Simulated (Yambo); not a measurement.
G0W0@PBEsol for Rh₂O₃ (corundum, space group R-3c, No. 167) in Yambo. Reference settings: 2×2×2 Γ-centred k mesh, bands 17 to 185 and a 7 Ry block in the screening, 185 bands in G with the Bruneval-Gonze terminator, plasmon pole fitted at 27.2 eV. The PBEsol gap Γ → F on this mesh is 0.54 eV; G0W0 gaps are taken between the same points.

The settings were changed. The gap went from 1.05 eV to 1.08 eV, and the shift of the valence edge from 0.27 eV to 0.36 eV.

Q: Name the change that produced these shifts.
(A) 3 Ry block
(B) no terminator
(C) 90 bands in G, no terminator
(D) 105 bands in W

A: D, 105 bands in W. The others gave (gap, valence shift): 3 Ry block: 1.17, 0.26 eV; no terminator: 1.07, 0.52 eV; 90 bands in G, no terminator: 1.12, 0.98 eV.

Spin-orbit coupling is not included.

Geometry of the Materials Project entry, not relaxed at this level; primitive cell a = b = c = 5.500 Å, α = β = γ = 55.76°.

A shift is the quasiparticle energy of the state minus its PBEsol energy.
